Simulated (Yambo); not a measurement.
```
CELL_PARAMETERS angstrom
      0.00000     2.42908     2.42908
      2.42908     0.00000     2.42908
      2.42908     2.42908     0.00000
ATOMIC_POSITIONS crystal
  O  0.50000 0.50000 0.50000
  Ca 0.00000 0.00000 0.00000
```

Response from Yambo on norm-conserving PBEsol (Quantum ESPRESSO, 84 Ry, without SOC) bands: 18×18×18 mesh, 21 bands, 4 Ry local-field block, 0.2 eV broadening.

**Question.** Give the static electronic dielectric constant without and with local fields.

**Answer.** 
```json
[
 {"field along": "x", "ε(0), independent particles": "3.93", "ε(0), RPA with local fields": "3.63", "refractive index √ε": "1.90"}
]
```
Electronic (clamped-ion) response only. PBEsol gaps are usually too small, which raises these values. Convergence of the RPA response with its 18×18×18 mesh was not tested.

Geometry strained from the cell relaxed with PBEsol, atoms relaxed again.
